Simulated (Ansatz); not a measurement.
ZnO (wurtzite, space group No. 186), the program Ansatz at the PBE level (PAW), all energies at zero smearing, with the estimated change up to a 700 eV cutoff added, with one set of potentials and settings (totals compare only within such a set). Cell of 4 atoms (2 Zn, 2 O): -7773.715 eV.

```
element                            reference phase  E (eV/atom)
-------  -----------------------------------------  -----------
Zn                       C2/m, 3 atoms in the cell   -3319.0295
O        C2/m, 4 atoms in the cell, spin-polarised    -565.0000
```

Formation energy per atom, worked out: (-7773.715 − 2×(-3319.0295) − 2×(-565.0000))/4 = -1.414 eV/atom (-136 kJ per mol of atoms), at 0 K, without zero-point energy or fitted corrections.

Space group P6_3mc (wurtzite). Symmetry was held in the PBE relaxation; phonons on a q-mesh show no instability. The references are the lowest solids computed at this level, not always the standard phases (solids in place of the gases).

Potentials: the later of the program's two PAW sets.
